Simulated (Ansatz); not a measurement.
GaAu:
```yaml
crystal:
  lattice:
    - [6.14760, 0.00000, 0.00000]
    - [0.00000, 3.66032, 0.00000]
    - [0.00000, 0.00000, 6.31128]
  atoms:
    - { symbol: Ga, position: [0.67889, 0.25000, 0.07661] }
    - { symbol: Ga, position: [0.32111, 0.75000, 0.92339] }
    - { symbol: Ga, position: [0.82111, 0.75000, 0.57661] }
    - { symbol: Ga, position: [0.17889, 0.25000, 0.42339] }
    - { symbol: Au, position: [0.50526, 0.25000, 0.68811] }
    - { symbol: Au, position: [0.49474, 0.75000, 0.31189] }
    - { symbol: Au, position: [0.99474, 0.75000, 0.18811] }
    - { symbol: Au, position: [0.00526, 0.25000, 0.81189] }
```

Relaxed with r²SCAN. Special points in fractions of this cell's reciprocal vectors: Γ (0.000, 0.000, 0.000); X (0.500, 0.000, 0.000); S (0.500, 0.500, 0.000); Y (0.000, 0.500, 0.000); Z (0.000, 0.000, 0.500); U (0.500, 0.000, 0.500); R (0.500, 0.500, 0.500); T (0.000, 0.500, 0.500).

### Question
List the band energies nearest the Fermi level at these points for DFT-r²SCAN in the program Ansatz with PAW potentials.

### Answer
In eV from the Fermi level; about four levels below and three above (degenerate sets whole), none deeper than 8.9 eV; points with the same levels are listed once.

```json
[
 {"k": "Γ", "below": "-3.20 -2.28 -1.12 -0.71", "above": "0.53 0.80 4.67"},
 {"k": "X", "below": "-4.25 -4.25 -3.99 -3.99", "above": "0.07 0.07 2.50 2.50"},
 {"k": "S", "below": "-1.95 -1.95 -1.95 -1.95", "above": "0.40 0.40 0.40 0.40"},
 {"k": "Y", "below": "-1.85 -1.85 -0.98 -0.98", "above": "2.00 2.00 2.33 2.33"},
 {"k": "Z", "below": "-3.11 -3.11 -0.34 -0.34", "above": "2.42 2.42 3.46 3.46"},
 {"k": "U", "below": "-4.53 -4.53 -4.53 -4.53 -0.78 -0.78", "above": "0.57 0.57 2.30 2.30"},
 {"k": "R", "below": "-3.69 -3.69 -3.69 -3.69", "above": "3.17 3.17 3.17 3.17"},
 {"k": "T", "below": "-1.96 -1.96 -0.69 -0.69", "above": "1.13 1.13 2.23 2.23"}
]
```

Space group Pnma. The first step of the workflow began from a Materials Project structure, measured or hypothetical; the Crystallography Open Database files this formula in space group No. 62, but the cells were not matched. Its standing as an ambient phase is unchecked. Symmetry was held in the r²SCAN relaxation; its stability against distortions is not shown here. Scalar-relativistic: spin–orbit coupling is off unless named, which matters more the heavier the elements.

Potentials: the earlier of the program's two PAW sets.
